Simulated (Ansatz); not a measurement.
The following input was run with Ansatz 0.2.0.

```yaml
crystal:
  lattice:
    - [5.6653313023, 0.0, 0.0]
    - [0.0, 5.8038113749, 0.0]
    - [0.0, 0.0, 26.3188561044]
  atoms:
    - { symbol: C, position: [0.25, 0.0, 0.3039645784] }
    - { symbol: C, position: [0.25, 0.5, 0.3039645784] }
    - { symbol: C, position: [0.75, 0.0, 0.3039645784] }
    - { symbol: C, position: [0.75, 0.5, 0.3039645784] }
    - { symbol: W, position: [0.0, 0.75, 0.3357937739] }
    - { symbol: W, position: [0.0, 0.25, 0.3357937739] }
    - { symbol: W, position: [0.5, 0.75, 0.3357937739] }
    - { symbol: W, position: [0.5, 0.25, 0.3357937739] }
    - { symbol: C, position: [0.25, 0.75, 0.3994521647] }
    - { symbol: C, position: [0.25, 0.25, 0.3994521647] }
    - { symbol: C, position: [0.75, 0.75, 0.3994521647] }
    - { symbol: C, position: [0.75, 0.25, 0.3994521647] }
    - { symbol: W, position: [9.2569e-06, 0.5000800729, 0.4308293606] }
    - { symbol: W, position: [3.12081e-05, -3.61792e-05, 0.432333058] }
    - { symbol: W, position: [0.5000361269, 0.4999752783, 0.4308517264] }
    - { symbol: W, position: [0.4999830676, -5.00653e-05, 0.4323181478] }
    - { symbol: C, position: [0.2501176521, 0.4998701788, 0.4947132992] }
    - { symbol: C, position: [0.2501111659, -0.0002280427, 0.4965094513] }
    - { symbol: C, position: [0.7499288692, 0.499942105, 0.494597601] }
    - { symbol: C, position: [0.7499213792, -0.0002576291, 0.4964384201] }
    - { symbol: W, position: [-0.0003493797, 0.2568629613, 0.5266009979] }
    - { symbol: W, position: [0.0001110279, 0.7427675746, 0.5268789155] }
    - { symbol: W, position: [0.5001562291, 0.2566616742, 0.5269130018] }
    - { symbol: W, position: [0.5002524784, 0.7431279759, 0.5267331451] }
    - { symbol: Cl, position: [-0.1712971484, 0.3846659175, 0.7010183454] }
    - { symbol: C, position: [0.1235723412, 0.3121940444, 0.6957506118] }
    - { symbol: Cl, position: [-0.0004951447, 0.0027817719, 0.6004416319] }
    - { symbol: Cl, position: [0.2626885613, 0.5134697362, 0.6571059663] }
    - { symbol: Cl, position: [0.5004669099, -0.0022183142, 0.6008794485] }
basis:
  ecutwfc: 420
kpoints:
  mp_grid: { grid: [4, 3, 1] }
hamiltonian:
  xc: pbe
  dispersion: d3bj
scf:
  occupations: { method: gaussian, width: 0.1 }
output:
  forces: true
  eigenvalues: true
  write_density: true
  volumetric_format: npy
efield:
  axis: 3
  dipole_correction: true
  ramp_width: 0.04
```

Command:
```bash
ansatz run input.yaml --threads 4 --pin off --max-ram 10240MiB --backend cpu --events-out ev --progress --plain --runs-dir out
```

Computed with Ansatz, DFT PBE+D3(BJ), scalar-relativistic, plane waves, PAW.

Part of what the program printed, abridged:

```
Pseudopotentials: kind: paw
Pseudopotential: C, paw, valence charge 4, recommended cutoff 420 eV (normal)
Pseudopotential: W, paw, valence charge 14, recommended cutoff 420 eV (normal)
Pseudopotential: Cl, paw, valence charge 7, recommended cutoff 420 eV (normal)
Functional definition: PBE
Crystal: 29 atoms, lattice volume = 865.378 Å³
Basis set: ecut = 420 eV, 16983 PW (Γ), exchange–correlation on 80×80×360 points (8 copies of the dense FFT grid, shifted against one another)
Bands: 153, of which v1, the nominal top of the filled ones, is band 124 counted from 1 (123 counted from 0)
Symmetry: 1 space group operations
Space group: P1 (ITA 1), of the structure as read, at distance tolerance 9.5e-5 Å
k-points: 7 of 12 (time reversal used)
Initial density: superposition of atomic densities (neutral atoms: chi_scale 0, normalization atom), corrected by the library's trained network
Initial wavefunctions: pseudopotential atomic-orbital guess
Functional: x = pbe(κ = 0.804, μ = 0.21951497), c = pbe(β = 0.06672455)
SCF iter   1: F=—  HF=-132197.805019 eV  |F-HF|=—  |Δ(HF+E_count)|=         —  Δρ=1.29e-2  dr2=3.48e1  ethr=1.77e-3  p=-0.108 e·Å  D=-2.26e-2 V/Å  ΔV_dip=0.59 eV  dr2_dipole=1.43e1  V_vac-E_F(+/−)=6.42/5.83 eV  ⟨swp⟩=8.3  Hψ=5414  notcnv=0  defer=41
efield: sawtooth ramp at fractional position 0.9825 (placed from the atoms, in the widest stretch of the axis that holds none; the zero of the levels goes with the place), width 0.0400; the density the first Hamiltonian is built on has a dipole p = -0.108 e·Å; the dipole correction subtracts the counter field D = -2.26e-2 V/Å, which shifts the + side's vacuum level by +0.59 eV against the − side's; the planar-averaged density in the ramp window peaks in size at 2.8e-5 e/Å³
SCF iter   2: F=—  HF=-132197.216631 eV  |F-HF|=—  |Δ(HF+E_count)|=   5.88e-1  Δρ=6.17e-3  dr2=1.10e0  ethr=1.77e-3  p=-0.030 e·Å  D=-6.32e-3 V/Å  ΔV_dip=0.17 eV  dr2_dipole=3.46e-1  V_vac-E_F(+/−)=5.95/5.78 eV  ⟨swp⟩=2.1  Hψ=1307  notcnv=0  defer=135
SCF iter   3: F=—  HF=-132197.157175 eV  |F-HF|=—  |Δ(HF+E_count)|=   5.95e-2  Δρ=3.17e-3  dr2=1.71e-1  ethr=4.44e-4  p=0.033 e·Å  D=6.93e-3 V/Å  ΔV_dip=-0.18 eV  dr2_dipole=2.04e-3  V_vac-E_F(+/−)=5.75/5.93 eV  ⟨swp⟩=2.0  Hψ=1433  notcnv=0  defer=141
SCF iter   4: F=—  HF=-132197.135983 eV  |F-HF|=—  |Δ(HF+E_count)|=   2.12e-2  Δρ=1.07e-3  dr2=2.18e-2  ethr=6.91e-5  p=0.049 e·Å  D=1.02e-2 V/Å  ΔV_dip=-0.27 eV  dr2_dipole=1.92e-3  V_vac-E_F(+/−)=5.63/5.90 eV  ⟨swp⟩=2.0  Hψ=1803  notcnv=0  defer=126
SCF iter   5: F=—  HF=-132197.133567 eV  |F-HF|=—  |Δ(HF+E_count)|=   2.42e-3  Δρ=4.10e-4  dr2=2.92e-3  ethr=8.78e-6  p=0.043 e·Å  D=9.07e-3 V/Å  ΔV_dip=-0.24 eV  dr2_dipole=7.31e-4  V_vac-E_F(+/−)=5.67/5.90 eV  ⟨swp⟩=3.0  Hψ=1841  notcnv=0  defer=126
SCF iter   6: F=—  HF=-132197.133176 eV  |F-HF|=—  |Δ(HF+E_count)|=   3.90e-4  Δρ=1.04e-4  dr2=2.59e-4  ethr=1.18e-6  p=0.049 e·Å  D=1.01e-2 V/Å  ΔV_dip=-0.27 eV  dr2_dipole=9.47e-6  V_vac-E_F(+/−)=5.64/5.91 eV  ⟨swp⟩=2.0  Hψ=1469  notcnv=0  defer=126
SCF iter   7: F=—  HF=-132197.133192 eV  |F-HF|=—  |Δ(HF+E_count)|=   1.58e-5  Δρ=4.43e-5  dr2=4.31e-5  ethr=1.05e-7  p=0.049 e·Å  D=1.02e-2 V/Å  ΔV_dip=-0.27 eV  dr2_dipole=2.66e-7  V_vac-E_F(+/−)=5.64/5.91 eV  ⟨swp⟩=2.3  Hψ=1474  notcnv=0  defer=126
SCF iter   8: F=—  HF=-132197.132595 eV  |F-HF|=—  |Δ(HF+E_count)|=   5.98e-4  Δρ=1.65e-5  dr2=4.23e-6  ethr=1.74e-8  p=0.049 e·Å  D=1.03e-2 V/Å  ΔV_dip=-0.27 eV  dr2_dipole=2.18e-7  V_vac-E_F(+/−)=5.63/5.91 eV  ⟨swp⟩=3.0  Hψ=1583  notcnv=0  defer=126
SCF iter   9: F=—  HF=-132197.132596 eV  |F-HF|=—  |Δ(HF+E_count)|=   9.03e-7  Δρ=7.41e-6  dr2=7.26e-7  ethr=1.71e-9  p=0.049 e·Å  D=1.03e-2 V/Å  ΔV_dip=-0.27 eV  dr2_dipole=4.57e-9  V_vac-E_F(+/−)=5.63/5.91 eV  ⟨swp⟩=3.0  Hψ=1724  notcnv=0  defer=126
SCF iter  10: F=—  HF=-132197.132596 eV  |F-HF|=—  |Δ(HF+E_count)|=   6.86e-7  Δρ=3.43e-6  dr2=1.72e-7  ethr=2.93e-10  p=0.049 e·Å  D=1.03e-2 V/Å  ΔV_dip=-0.27 eV  dr2_dipole=1.43e-10  V_vac-E_F(+/−)=5.63/5.91 eV  ⟨swp⟩=2.0  Hψ=1464  notcnv=0  defer=126
SCF iter  11: F=-132197.132596 eV  HF=-132197.132596 eV  |F-HF|=6.74e-8  |Δ(HF+E_count)|=   1.35e-7  Δρ=1.68e-6  dr2=4.56e-8  ethr=4.03e-11  p=0.049 e·Å  D=1.03e-2 V/Å  ΔV_dip=-0.27 eV  dr2_dipole=4.71e-11  V_vac-E_F(+/−)=5.63/5.91 eV  ⟨swp⟩=19.1  Hψ=6009  notcnv=0
SCF 1 converged in 11 iterations: F = -132197.132596 eV  dr2 = 4.56e-8
SCF converged after 11 iterations
Free energy (F): -132197.132596 eV
Harris-Foulkes:  -132197.132596 eV  (|F-HF|=6.74e-8)
Internal energy: -132197.061493 eV  (E = F + TS)
E sigma→0 (E₀):  -132197.097045 eV
Entropy (-TS):   -0.071103 eV (-2.452 meV/atom)
Fermi energy:    3.111846 eV
Dipole field:    D = 0.010318 V/Å  (p = 0.049346 e·Å, saw-weighted, corrected)
Work function:   Φ+ = 5.6338 eV   Φ− = 5.9053 eV
Levels:          The Fermi level and band energies are counted from a zero that moves with the ramp; work functions are not
--- Per-component energies (eV) ---
  E_band       = -4602.361424
  E_kinetic    = 7185.467907
  E_local      = -312846.363129  (includes V_loc(G=0)·N_el)
  E_nonlocal   = 458.206696
  E_hartree    = 153140.592965
  E_xc         = -4252.253503
  E_vxc        = -4122.019926  (∫ρ·V_xc dr)
  E_paw        = -106666.751598  (= ΣΔE_a)
  E_vpaw       = -1562.165408  (= ΣTr[D̂ρ^β])
  E_aug_tail   = -0.000316  (compensation charges beyond the density's cutoff)
  E_efield     = 0.000255  (sawtooth field / dipole correction)
  E_vefield    = 3.330502  (∫n·V_field dr)
  E_ewald      = 130793.047889
  E_disp       = -9.008659  (pairwise vdW)
  E_smearing   = -0.071103  (= −TS)
--- Forces (eV/Å), atoms counted from 1 ---
  atom   1  C      0.00115026     0.00071252     2.53468623
  atom   2  C      0.00012736    -0.00054662     2.51009062
  atom   3  C     -0.00127932     0.00129511     2.53334086
  atom   4  C     -0.00026858    -0.00042386     2.51039457
  atom   5  W      0.00147323     0.06687402    -2.55685608
  atom   6  W     -0.00035897    -0.06972358    -2.55687874
  atom   7  W     -0.00004314     0.06485715    -2.55696417
  atom   8  W     -0.00053975    -0.06195367    -2.55799173
  atom   9  C      0.00217080     0.09344883     0.03580237
  atom  10  C     -0.00048384    -0.09725945     0.03821505
  atom  11  C     -0.00371335     0.09163407     0.03267067
  atom  12  C      0.00329844    -0.09648822     0.03481856
  atom  13  W     -0.00090166     0.00146239    -0.00087794
  atom  14  W     -0.00091575     0.00074392    -0.00056779
  atom  15  W      0.00109807     0.00154556     0.00061141
  atom  16  W      0.00062522    -0.00052941     0.00001291
  atom  17  C      0.00038962    -0.00015573    -0.00057201
  atom  18  C      0.00069497    -0.00106145    -0.00024012
  atom  19  C     -0.00015691     0.00027008    -0.00000275
  atom  20  C     -0.00007709    -0.00057152     0.00021950
  atom  21  W     -0.00107328    -0.00006756     0.00079396
  atom  22  W      0.00051994    -0.00099690     0.00060951
  atom  23  W     -0.00012526     0.00038725    -0.00181142
  atom  24  W      0.00105084     0.00120733     0.00203805
  atom  25  Cl     0.00239990     0.00105942     0.00014590
  atom  26  C     -0.00186293     0.00199199    -0.00102409
  atom  27  Cl    -0.00125490     0.00017224    -0.00040099
  atom  28  Cl    -0.00124381     0.00154311    -0.00036346
  atom  29  Cl    -0.00069249     0.00058187     0.00009281
--- Band table (eV; the first three rows and the last of 7) ---
  k-point 0: bands = ["-71.0320", "-71.0010", "-70.9881", "-70.9577", "-70.8980", "-70.8570", "-70.8532", "-70.8253", "-70.8125", "-70.7868", "-70.7851", "-70.7459", "-35.7421", "-35.6822", "-35.6333", "-35.5977", "-35.5849", "-35.5631", "-35.5528", "-35.5058", "-35.4758", "-35.4603", "-35.4501", "-35.4204", "-35.3945", "-35.3049", "-35.2868", "-35.2848", "-35.2187", "-35.2066", "-35.1335", "-35.0612", "-35.0555", "-35.0508", "-34.9808", "-34.9768", "-34.9665", "-34.9525", "-34.8982", "-34.8961", "-34.8919", "-34.8781", "-34.8227", "-34.7948", "-34.7656", "-34.7601", "-34.7333", "-34.6936", "-14.9707", "-13.6251", "-13.0034", "-12.4889", "-10.9044", "-9.5732", "-8.3689", "-8.2347", "-8.1899" ...
  k-point 1: bands = ["-71.0248", "-71.0066", "-70.9829", "-70.9647", "-70.8956", "-70.8548", "-70.8472", "-70.8329", "-70.8066", "-70.7925", "-70.7875", "-70.7466", "-35.6557", "-35.6329", "-35.6042", "-35.5720", "-35.5309", "-35.5045", "-35.5028", "-35.4800", "-35.4614", "-35.4330", "-35.4009", "-35.3823", "-35.3652", "-35.3192", "-35.2736", "-35.2687", "-35.2302", "-35.2040", "-35.1777", "-35.1148", "-35.1091", "-35.0351", "-35.0281", "-34.9913", "-34.9668", "-34.9535", "-34.9500", "-34.9158", "-34.9128", "-34.8880", "-34.8835", "-34.8828", "-34.8056", "-34.7915", "-34.7605", "-34.7419", "-14.9650", "-13.5998", "-13.0054", "-12.4744", "-10.4284", "-9.2447", "-9.1426", "-8.2600", "-8.2553" ...
  k-point 2: bands = ["-71.0262", "-71.0007", "-70.9887", "-70.9634", "-70.8920", "-70.8630", "-70.8472", "-70.8196", "-70.8183", "-70.7910", "-70.7808", "-70.7519", "-35.7264", "-35.6497", "-35.5817", "-35.5691", "-35.5380", "-35.4993", "-35.4933", "-35.4680", "-35.4644", "-35.4063", "-35.3789", "-35.3622", "-35.3237", "-35.3025", "-35.2928", "-35.2738", "-35.2311", "-35.2180", "-35.1215", "-35.0750", "-35.0631", "-35.0490", "-35.0447", "-34.9999", "-34.9982", "-34.9909", "-34.9890", "-34.9421", "-34.9037", "-34.8892", "-34.8871", "-34.8670", "-34.8381", "-34.8339", "-34.7551", "-34.7043", "-14.9467", "-13.4870", "-13.0519", "-12.6809", "-10.5607", "-9.3136", "-8.4807", "-8.2683", "-8.1954" ...
  k-point 6: bands = ["-71.0067", "-71.0048", "-70.9865", "-70.9811", "-70.8757", "-70.8748", "-70.8271", "-70.8268", "-70.8129", "-70.8126", "-70.7677", "-70.7665", "-35.5830", "-35.5826", "-35.4533", "-35.4526", "-35.4325", "-35.4320", "-35.3209", "-35.3199", "-35.3141", "-35.3102", "-35.2770", "-35.2749", "-35.2661", "-35.2624", "-35.2369", "-35.2352", "-35.2242", "-35.2232", "-35.1621", "-35.1610", "-35.1556", "-35.1546", "-35.1198", "-35.1194", "-35.0956", "-35.0954", "-35.0692", "-35.0687", "-34.9940", "-34.9937", "-34.9524", "-34.9522", "-34.9275", "-34.9271", "-34.8444", "-34.8443", "-14.9178", "-13.1469", "-13.0982", "-13.0410", "-9.3140", "-9.3111", "-8.6021", "-8.5993", "-8.4679", ...
```

Self-consistency was reached.

The run took 55 s on 4 threads of AMD EPYC 7R43 64-Core Processor (Zen 3), on a shared host, peak memory 2.6 GiB.

Spin–orbit coupling is left out, which can shift energies with elements as heavy as these.